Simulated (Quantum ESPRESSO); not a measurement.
# Ag2Al2Hf3In: one composition in several site orders

Simulated, not a measurement. The program is pw.x of Quantum ESPRESSO 7.5 (plane-wave density functional theory). The cell is made up: eight metal atoms on a face-centred cubic lattice, with elements, volume, strain and displacements drawn at random and not relaxed, so it may be unstable or far from any real phase. PseudoDojo standard norm-conserving files set the functional (PBE unless stated); there is no spin polarisation or spin-orbit coupling, the Fermi-Dirac width of 0.25 eV means electrons at about 2900 K, and the masses in the input are unused placeholders. Heavy elements are run without spin-orbit coupling, which real alloys of them have. A spin test at this wide smearing found no moment, but such smearing suppresses magnetism that the real alloy may have.

The runs put one composition on the sites in different orders. Cell, positions, cutoff, mesh and smearing stay as in the input of run 1; sites are counted in its order. Stress in the tables is positive in tension.

Input of run 1:

```
&control calculation='scf', pseudo_dir='./dojo.nc.sr.pbe.v0_5.standard.upf', outdir='./o', disk_io='minimal', tprnfor=.true., tstress=.true. /
&system ibrav=0, nat=8, ntyp=4, nbnd=59, ecutwfc=82.02448710, nosym=.true., tot_charge=0,
 occupations='smearing', smearing='fd', degauss=0.0183746611
/
&electrons conv_thr=1.470e-08, electron_maxstep=70, mixing_beta=0.5 /
ATOMIC_SPECIES
Ag 1.0 Ag.upf
Al 1.0 Al.upf
Hf 1.0 Hf.upf
In 1.0 In.upf
CELL_PARAMETERS angstrom
0.0081 2.2048 2.2409
-4.3542 2.1307 -2.1831
-4.4975 -6.568 6.6601
ATOMIC_POSITIONS angstrom
Ag -0.0922 0.1804 -0.0022
Al -4.5766 -4.478 4.4598
Ag -4.338 -2.2641 2.2076
Hf -4.3476 -0.0669 0.0294
Hf -2.32 -2.2333 4.4788
Al -2.1533 -0.0517 2.3142
Hf -2.1125 2.1012 -0.0001
In -6.6692 -2.1975 4.4569
K_POINTS automatic
7 5 3 1 1 1
```

| run | elements on sites 1 to 8 | free energy less that of run 1 (eV) | -TS (eV) | pressure (GPa) | stress xx (GPa) | stress yy (GPa) | stress zz (GPa) | stress yz (GPa) | stress xz (GPa) | stress xy (GPa) | iterations |
| --- | --- | --- | --- | --- | --- | --- | --- | --- | --- | --- | --- |
| 1 | Ag Al Ag Hf Hf Al Hf In | 0.000 | -1.194 | -4.46 | 4.67 | 3.75 | 4.96 | -1.34 | -0.93 | 1.73 | 15 |
| 2 | Ag Hf Hf Al In Hf Ag Al | -0.224 | -1.150 | -4.69 | 5.28 | 4.28 | 4.51 | 0.53 | 0.20 | 1.24 | 16 |
| 3 | Ag Hf Al Hf Ag In Al Hf | 0.149 | -1.231 | -4.57 | 4.83 | 4.09 | 4.79 | 0.21 | -1.12 | 1.57 | 15 |
| 4 | Al Hf Hf Hf Ag Al Ag In | -0.146 | -1.232 | -5.82 | 5.68 | 5.53 | 6.25 | -0.77 | 0.09 | 0.55 | 15 |
| 5 | Ag Hf Hf Al In Hf Al Ag | -0.002 | -1.156 | -4.62 | 5.73 | 4.06 | 4.05 | 0.65 | -0.34 | 1.30 | 17 |
| 6 | Al Ag Hf Al Hf In Ag Hf | 0.562 | -1.278 | -3.60 | 4.10 | 2.85 | 3.86 | 0.24 | -1.47 | 1.84 | 15 |

Forces Fx Fy Fz (eV/Å):

| site | run 1 | run 2 | run 3 | run 4 | run 5 | run 6 |
| --- | --- | --- | --- | --- | --- | --- |
| 1 | 0.41 -0.84 0.30 | 0.40 -0.48 0.22 | 0.22 -0.36 0.27 | -0.16 -0.55 0.53 | 0.23 -0.39 0.24 | 0.35 -0.19 -0.05 |
| 2 | 0.35 0.28 -0.22 | 0.02 0.19 -0.06 | -0.05 0.64 -0.48 | 0.50 0.28 -0.15 | -0.13 0.06 0.01 | 0.09 0.20 -0.07 |
| 3 | -0.08 0.23 -0.11 | -0.73 0.17 0.10 | -0.50 -0.12 0.20 | -0.01 0.21 -0.03 | -0.66 0.27 0.03 | -1.09 0.37 0.00 |
| 4 | -0.03 -0.13 0.10 | 0.34 0.17 -0.10 | 0.49 -0.20 0.19 | -0.10 0.20 -0.18 | 0.52 0.16 -0.10 | -0.13 -0.06 0.09 |
| 5 | 0.11 0.09 -0.21 | 0.46 -0.40 0.26 | 0.17 0.04 -0.09 | 0.34 0.03 -0.14 | 0.39 -0.38 0.23 | 0.54 -0.26 0.01 |
| 6 | -0.14 0.13 -0.22 | 0.08 0.49 -0.60 | -0.12 0.07 -0.16 | -0.20 0.04 -0.19 | -0.06 0.54 -0.64 | 0.40 0.40 -0.49 |
| 7 | -0.74 0.42 0.17 | -0.61 0.17 0.06 | -0.59 0.09 0.05 | -0.43 -0.11 0.24 | -0.33 -0.04 0.12 | -0.32 0.05 0.05 |
| 8 | 0.11 -0.19 0.19 | 0.04 -0.32 0.12 | 0.38 -0.16 0.02 | 0.07 -0.10 -0.09 | 0.04 -0.23 0.11 | 0.15 -0.50 0.47 |

The sites are displaced and not relaxed, so the energy differences mix bonding between neighbours with strain and are not ordering energies. A rerun of one cell of this series at a higher cutoff and on a denser mesh moved values by no more than 0.009 eV in energy, 0.06 GPa in stress and 0.017 eV/Å in force, and a second program with other atomic files agreed on that cell to 2 % rms in force and 0.5 GPa in pressure.